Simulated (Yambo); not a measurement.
A G0W0@PBEsol run in Yambo for Si (diamond, space group Fd-3m, No. 227) under isotropic strain of -3 % on all lattice vectors (4×4×4 Γ-centred k mesh, 148 bands and a 14 Ry block in the screening, 148 bands in G with the Bruneval-Gonze terminator, plasmon pole fitted at 27.2 eV) gives these matrix elements, in eV, at the band edges (Γ → X):

```tsv
state	E0	<Vxc>	<Σx>	<Σc(E0)>	Z
valence edge	0.000	-11.487	-13.188	0.684	0.776
conduction edge	0.404	-9.326	-5.397	-3.963	0.793
```

### Question
Solve the linearised quasiparticle equation for both states, give the gap, and say how exchange and correlation each act on it.

### Answer
E = E0 + Z(Σx + Σc − Vxc). Valence: 0.000 + 0.776 × (-13.188 + (0.684) − (-11.487)) = -0.79 eV. Conduction: 0.404 + 0.793 × (-5.397 + (-3.963) − (-9.326)) = 0.38 eV. The gap is 1.17 eV, against 0.40 eV in PBEsol. Replacing Vxc by bare exchange alone would open it by 5.63 eV; correlation takes back 4.65 eV of that, and Z scales what is left. Convergence of the G0W0 settings was not tested. The mesh misses a band edge: along a dense path the PBEsol gap is 0.29 eV against 0.40 eV on the mesh. 

Geometry strained from the cell relaxed with PBEsol, atoms relaxed again; primitive cell a = 3.7260 Å, b = 3.7260 Å, c = 3.7260 Å, α = 60.00°, β = 60.00°, γ = 60.00°.
